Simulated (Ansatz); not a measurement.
Below is a relaxed structure of BPd4. It was relaxed at this level from a Materials Project cell.

Method: Ansatz, DFT PBE, scalar-relativistic, plane waves, PAW. Cutoff 420 eV, Γ-centred mesh, Gaussian smearing, no spin polarisation.

```xyz
5
Lattice="2.8553 0.0000 0.0000 0.0000 4.3628 0.0000 0.0000 0.0000 5.8872" Properties=species:S:1:pos:R:3 pbc="T T T"
B     1.4277    0.0000    5.0666
Pd    1.4277    2.1814    5.1549
Pd    0.0000    2.1814    1.9631
Pd    0.0000    0.0000    3.6285
Pd    1.4277    0.0000    1.1244
```

The zero of energy is the elements' standard structures at the same level; no fitted shifts are applied.

Question: What space group does it have?

Answer: Pmm2 (No. 25). Conventional cell: a = 2.855 Å, b = 4.363 Å, c = 5.887 Å. B is surrounded by 3 Pd at 1.95–2.03 Å and 2 Pd at 2.18 Å; Pd on its first site is surrounded by 2 B at 2.18 Å and 10 Pd at 2.86–3.05 Å; Pd on its second site is surrounded by 8 Pd at 2.74–2.86 Å and 2 Pd at 3.05 Å; Pd on its third site has 2 B at 2.03 Å and 10 Pd at 2.74–3.02 Å; 1 more site not described.

Question: How far does it lie from the elements in energy?

Answer: 0.00 eV/atom. The formation energy is too near zero to say whether this cell lies below the elements.

Question: Is it a metal?

Answer: Yes, bands cross the Fermi level on the 14×10×6 mesh.

The last run used a 14×10×6 mesh (in the run's order of axes) for its 5-atom cell and Gaussian smearing of 0.10 eV. The k mesh leaves some 4 meV/atom of noise in the energy of each metallic cell. A structure relaxed within its symmetry needn't be a true minimum. Another cell of BPd4 relaxed alike, in P-6m2, lies 92 meV/atom lower, so this cell isn't the stable form at this level.
